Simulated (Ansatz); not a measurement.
# YSb: stationary points along a deformation path

Computed with DFT r2SCAN, scalar-relativistic, plane waves, PAW (Ansatz 0.2.0). Cutoff 500 eV, Γ-centred 14×14×14 k-points, Gaussian smearing of 0.15 eV. No spin polarisation. Energies are free energies at this smearing, counted from the undisturbed cell; pressure is positive in compression.

Reference structure (as given, not relaxed at this level; it stands at 0.6 GPa, and it needn't be the usual structure):

```yaml
crystal:
  lattice:
    - [0.00000, 3.09500, 3.09500]
    - [3.09500, 0.00000, 3.09500]
    - [3.09500, 3.09500, 0.00000]
  atoms:
    - { symbol: Y, position: [0.50000, 0.50000, 0.50000] }
    - { symbol: Sb, position: [0.00000, 0.00000, 0.00000] }
```

At fixed volume and fractional coordinates, lengths along (0.577, 0.577, 0.577) are scaled against those across it; ρ is that ratio over its starting value. V = 29.647 Å³/atom. Δσ is the stress along the axis less the mean stress across it (compression positive).

| ρ | ΔE (meV/atom) | Δσ (GPa) | space group |
| --- | --- | --- | --- |
| 0.500 | 484.3 | 0.00 | Pm-3m |
| 0.600 | 399.9 | 5.31 | R-3m |
| 0.710 | 265.4 | 7.95 | R-3m |
| 0.850 | 79.9 | 7.24 | R-3m |
| 0.930 | 17.5 | 3.76 | R-3m |
| 1.000 | 0.0 | 0.00 | Fm-3m |
| 1.080 | 21.9 | -4.72 | R-3m |
| 1.200 | 129.8 | -11.99 | R-3m |
| 1.410 | 457.5 | -19.39 | R-3m |
| 1.700 | 840.7 | -11.45 | R-3m |
| 2.000 | 1021.2 | -9.68 | R-3m |

**Question.** How does the stress give the slope of the energy, and where is the energy stationary?

**Answer.** Along the path d ln(length) is 2/3 d ln ρ on the axis and −1/3 d ln ρ across it, so dE/d ln ρ = −(2/3) V Δσ: the energy falls with ρ where Δσ is positive. Δσ vanishes or changes sign at ρ = 0.500 (Pm-3m, an end of the scan), at 484.3 meV/atom; at ρ = 1.000 (Fm-3m), a minimum at 0.0 meV/atom. Pairs of stationary points between two samples would go unseen, and could change a minimum read from distant neighbours into a maximum. At ρ = 0.500, 1.000 the cell is cubic, where symmetry alone makes the stress isotropic and the slope zero.

**Question.** Which shear constant sets the curvature at ρ = 1?

**Answer.** For a cubic crystal E/V = (2/3) C (ln ρ)² with C = C44, so Δσ = −2C ln ρ. The parabola of Δσ against ln ρ through ρ = 0.930, 1 and 1.080 gives C ≈ 28 GPa with the ions clamped, rough because the steps are large. It is the stress–strain coefficient at this cell's pressure of 0.6 GPa, not the zero-pressure constant.

In a metal these slopes depend on the k mesh and the smearing.

Cost: 11 runs of about 6.6 core-minutes in all, on Arm Neoverse V1 (shared hosts).